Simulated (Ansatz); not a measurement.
AlB3P4 as one 8-atom ordering (Amm2) on the zincblende lattice at its r2SCAN geometry, run in Ansatz 0.2.0 at 2 levels of theory. Values at 0 K without nuclear motion; spin polarisation is off, and the phase may be a hypothetical one.

The r2SCAN input:
```yaml
crystal:
  lattice:
    - [3.3576479512, 0.0, 0.0]
    - [0.0, 3.4094257494, 4.8566484134]
    - [0.0, -3.4094257494, 4.8566484134]
  atoms:
    - { symbol: B, position: [0.0, -0.0027745566, -0.0027745566] }
    - { symbol: B, position: [0.5, -0.0034290975, 0.5051230324] }
    - { symbol: B, position: [0.5, 0.5051230324, -0.0034290975] }
    - { symbol: Al, position: [0.0, 0.4983363999, 0.4983363999] }
    - { symbol: P, position: [0.5, 0.1234895587, 0.1234895587] }
    - { symbol: P, position: [0.0, 0.0970586964, 0.6351993023] }
    - { symbol: P, position: [0.0, 0.6351993023, 0.0970586964] }
    - { symbol: P, position: [0.5, 0.6469966646, 0.6469966646] }
kpoints:
  mp_grid: { grid: [8, 6, 6] }
  band_path:
    path:
      - [0.0, 0.0, 0.0]
      - [0.0, 0.5, 0.5]
      - [0.0, 0.6267947675, 0.3732052325]
      - [0.0, 0.3732052325, -0.3732052325]
      - [0.5, 0.0, 0.0]
      - [0.5, 0.3732052325, -0.3732052325]
      - [0.5, 0.6267947675, 0.3732052325]
      - [0.5, 0.5, 0.5]
      - [0.0, 0.5, 0.0]
      - [0.424479, 0.416667, -0.416667]
    npoints: 1
hamiltonian:
  xc: r2scan
scf:
  occupations: { method: fixed }
  n_extra_bands: 6
output:
  forces: true
  stress: true
  eigenvalues: true
```

Main results, then, where recorded, the levels near the gap in eV from the Fermi energy (columns number the bands from 0), one row a point of the path (Γ, Y, C₀, Σ₀, Z, A₀, E₀, T, S, (0.424, 0.417, -0.417)):
```
Crystal: 8 atoms, lattice volume = 111.194 Å³
Symmetry: 4 space group operations
Space group: Amm2 (ITA 38)
```
```
Basis set: ecut = 500 eV, 2833 PW (Γ)
Bands: 22, of which v1, the nominal top of the filled ones, is band 16 counted from 1 (15 counted from 0)
k-points: 65 of 288 (time reversal used)
Free energy (F): -4048.929352 eV
Fermi energy:    8.427086 eV
--- Forces (eV/Å), atoms counted from 1 ---
  atom   1  B       0.00000      0.00000      0.00595
  atom   2  B       0.00000    -0.00194      0.00341
  atom   3  B       0.00000      0.00194      0.00341
  atom   4  Al      0.00000      0.00000      0.00187
  atom   5  P       0.00000      0.00000    -0.00486
  atom   6  P       0.00000      0.00144    -0.00453
  atom   7  P       0.00000    -0.00144    -0.00453
  atom   8  P       0.00000      0.00000    -0.00061
--- Stress (GPa, compression-positive) ---
       -0.014932       0.000000       0.000000
        0.000000      -0.004236       0.000000
        0.000000       0.000000       0.016884
  P = ⅓ Tr σ = -0.0008 GPa (-0.008 kbar)
```
```tsv
band_12	band_13	band_14	band_15	band_16	band_17	band_18
-1.922	-0.539	-0.533	0.000	0.862	1.041	2.146
-2.952	-2.933	-2.300	-0.853	1.227	1.427	2.971
-3.197	-2.575	-2.557	-0.652	1.836	2.157	2.423
-3.197	-2.575	-2.557	-0.652	1.836	2.157	2.423
-5.172	-4.880	-2.971	-1.840	2.804	3.378	4.621
-3.804	-2.635	-2.547	-2.251	0.903	1.373	1.765
-3.804	-2.635	-2.547	-2.251	0.903	1.373	1.765
-2.882	-2.257	-1.990	-1.698	0.735	0.899	1.026
-2.203	-2.086	-1.157	-0.432	1.783	2.067	2.503
-3.412	-2.597	-2.145	-1.961	0.679	1.342	1.626
```

With r2SCAN the valence top lies at Γ and the conduction bottom at k = (0.424, 0.417, -0.417), 0.68 eV higher; the smallest vertical gap, at Γ, is 0.86 eV.

PBE0. Against the first input these blocks differ (the band path and keys that only write files left aside):
```yaml
kpoints:
  mp_grid: { grid: [4, 4, 4] }
hamiltonian:
  xc: pbe0
```

```
Basis set: ecut = 420 eV, 2185 PW (Γ)
Bands: 22, of which v1, the nominal top of the filled ones, is band 16 counted from 1 (15 counted from 0)
k-points: 21 of 64 (time reversal used)
hybrid outer 1: dexx = +2.077e-2 eV, tail = 2.01e-5 eV
hybrid outer 2: dexx = +2.334e-6 eV, tail = 5.86e-9 eV, Δε = 1.46e-3 eV, ΔF = 3.69e-3 eV/Å
Free energy (F): -4033.524245 eV
Fermi energy:    7.721112 eV
--- Forces (eV/Å), atoms counted from 1 ---
  atom   1  B       0.00000      0.00000      0.03335
  atom   2  B       0.00000      0.02924      0.01904
  atom   3  B       0.00000    -0.02924      0.01904
  atom   4  Al      0.00000      0.00000      0.04042
  atom   5  P       0.00000      0.00000    -0.01317
  atom   6  P       0.00000    -0.08839    -0.08077
  atom   7  P       0.00000      0.08839    -0.08077
  atom   8  P       0.00000      0.00000      0.06285
--- Stress (GPa, compression-positive) ---
       -0.142313       0.000000       0.000000
        0.000000      -1.420058       0.000000
        0.000000       0.000000      -1.570084
  P = ⅓ Tr σ = -1.0442 GPa (-10.442 kbar)
```
```tsv
band_12	band_13	band_14	band_15	band_16	band_17	band_18
-2.005	-0.516	-0.515	0.000	2.053	2.301	3.461
-3.073	-3.046	-2.374	-0.910	2.498	2.673	4.334
-3.334	-2.677	-2.637	-0.694	3.130	3.451	3.721
-3.334	-2.677	-2.637	-0.694	3.130	3.451	3.721
-5.496	-5.125	-3.042	-1.903	4.158	4.639	5.943
-3.917	-2.754	-2.613	-2.333	2.099	2.617	2.954
-3.917	-2.754	-2.613	-2.333	2.099	2.617	2.954
-2.949	-2.313	-2.060	-1.749	1.897	2.133	2.271
-2.234	-2.161	-1.159	-0.452	3.068	3.353	3.835
-3.507	-2.680	-2.222	-2.021	1.869	2.562	2.846
```

PBE0 gives an indirect gap of 1.87 eV, from Γ to k = (0.424, 0.417, -0.417); the least direct gap is 2.05 eV at Γ. The mean pressure at these positions is -1.0 GPa, compression counted positive. (The program warns that its thresholds are loose for a hybrid's stress.)

The hybrids run on coarser meshes, which limits their stresses and small splittings of levels.

Totals of different functionals can't be compared.
